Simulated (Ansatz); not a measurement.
The calculation used DFT PBE, scalar-relativistic, plane waves, PAW (Ansatz 0.2.0). Settings: cutoff 420 eV, Γ-centred meshes spaced at most about 0.3 Å⁻¹, and about 0.25 Å⁻¹ or finer for metals (2π included), Gaussian smearing. No spin polarisation in the final relaxations.

Temperature and zero-point effects are left out.

Compare these two cells of Ga₂Te₃O, each relaxed at this level.

A. Space group R-3m (No. 166), trigonal, a = 7.485 Å, c = 8.956 Å. Ga is surrounded by 1 Ga at 2.51 Å, 3 Te at 2.77 Å and 1 O at 3.23 Å; around Te lie 2 O at 2.63 Å and 2 Ga at 2.77 Å; O is surrounded by 6 Te at 2.63 Å and 2 Ga at 3.23 Å.

B. Space group P-3m1 (No. 164), trigonal, a = 3.974 Å, c = 10.063 Å. Ga has 3 O at 2.49 Å, 3 Ga at 3.01 Å and 3 Te at 3.04 Å; Te on a site of symmetry -3m is surrounded by 6 Te at 3.09 Å; around Te on a site of symmetry 3m lie 3 Ga at 3.04 Å and 3 Te at 3.09 Å; O has 6 Ga at 2.49 Å.

Question: Which is lower in energy, and by how much?

Answer: B is lower, by 193 meV/atom. A has space group R-3m (No. 166), 24.1 Å³/atom and no gap on its mesh; B has space group P-3m1 (No. 164), 22.9 Å³/atom and no gap. The denser one is the lower, and pressure would at first widen the difference. Both come from invented guesses.

These runs have no spin–orbit coupling, which can matter for Te. Cells relaxed within their symmetry can be saddle points.
